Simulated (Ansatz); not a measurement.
Is this Hf3SnS8 structure stable?

The structure comes from a generated guess, relaxed at this level; another structure or a mixture of phases may lie lower.

Level of theory: DFT PBE, scalar-relativistic, plane waves, PAW (Ansatz 0.2.0). Plane waves to 420 eV, a 6×6×6 mesh through Γ for the 12-atom cell and 0.10 eV Gaussian smearing; no spin polarisation.

```cif
data_structure
_symmetry_space_group_name_H-M 'P 1'
_symmetry_Int_Tables_number 1
_cell_length_a 7.4397
_cell_length_b 7.4397
_cell_length_c 7.4397
_cell_angle_alpha 59.306
_cell_angle_beta 59.306
_cell_angle_gamma 59.306
_cell_volume 286.57
loop_
_atom_site_label
_atom_site_type_symbol
_atom_site_fract_x
_atom_site_fract_y
_atom_site_fract_z
_atom_site_occupancy
Hf1 Hf 0.50000 0.50000 0.00000 1
Hf2 Hf 0.50000 0.00000 0.50000 1
Hf3 Hf 0.00000 0.50000 0.50000 1
Sn1 Sn 0.50000 0.50000 0.50000 1
S1 S 0.74909 0.74909 0.26038 1
S2 S 0.74494 0.74494 0.74494 1
S3 S 0.74909 0.26038 0.74909 1
S4 S 0.26038 0.74909 0.74909 1
S5 S 0.25091 0.25091 0.73962 1
S6 S 0.25506 0.25506 0.25506 1
S7 S 0.25091 0.73962 0.25091 1
S8 S 0.73962 0.25091 0.25091 1
```

The zero of energy is the elements' standard structures at the same level; no fitted shifts are applied. The references include grey tin.

Q: These tests were run: energy against the elements; phonons at Γ. What do they show?

A:

| test | result |
| --- | --- |
| energy against the elements | −1.22 eV/atom |
| phonons at Γ | lowest optical mode 40 cm⁻¹ |

It fails none of these tests. Whether a mixture of other phases lies lower isn't tested here. Phonons away from Γ weren't computed.

These runs have no spin–orbit coupling, which can matter for Hf. The reference form of S is held partly by dispersion forces, which this level lacks. The run for the phonons used a 6×6×6 k mesh and Fermi–Dirac smearing of 0.15 eV.
